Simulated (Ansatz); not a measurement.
Consider the following.

ReW:
```xyz
2
Lattice="2.8032 0.0000 0.0000 0.0000 2.8032 0.0000 0.0000 0.0000 3.8791" Properties=species:S:1:pos:R:3 pbc="T T T"
W      1.4016     1.4016     1.9396
Re     0.0000     0.0000     0.0000
```

This is the PBEsol-relaxed structure. Tensor components refer to the Cartesian frame of this cell.

Task: All from the program Ansatz at the PBEsol level (PAW), unless another level is named. Estimate the Young's modulus.

Result: 248 GPa.

Task: Predict the highest zone-centre frequency.

Result: 227 cm^-1.

Task: What about the elastic constants (relaxed ions, GPa)?

Result: C11 = 493, C12 = 211, C13 = 321, C33 = 404, C44 = 137, C66 = 59.3.

Space group P4/mmm (L1₀ or tetragonal B2). The cell is a constructed one: a structure type filled with these elements; neither database checked (COD, Materials Project) lists it. Its standing as an ambient phase is unchecked. The PBEsol relaxation kept the symmetry of its start; its stability against distortions is not shown here. The run is not spin-polarised. As this level gives no gap, shear constants depend on the k-mesh and smearing (Fermi–Dirac, 0.1 eV here). As this level gives no gap, phonon frequencies hold no LO–TO term and depend on the k-mesh and smearing (Fermi–Dirac, 0.1 eV here). Spin–orbit coupling is left out wherever it is not named.

Potentials: the earlier of the program's two PAW sets. The files were generated under PBE; for other functionals the program regenerates the frozen cores, and for LDA and PBEsol the local potential too.
